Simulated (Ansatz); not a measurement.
Q: Mg (hcp (Mg type), P6_3/mmc) is relaxed with plane-wave PAW LDA (Ansatz code). What lattice parameters of the conventional cell result?

A: a = 3.147 Å, c = 5.038 Å.

The LDA relaxation kept the symmetry of its start. Axis ratios of metals converge slowly with the k-mesh, so a and c are less sure than the volume.

Potentials: the earlier of the program's two PAW sets.
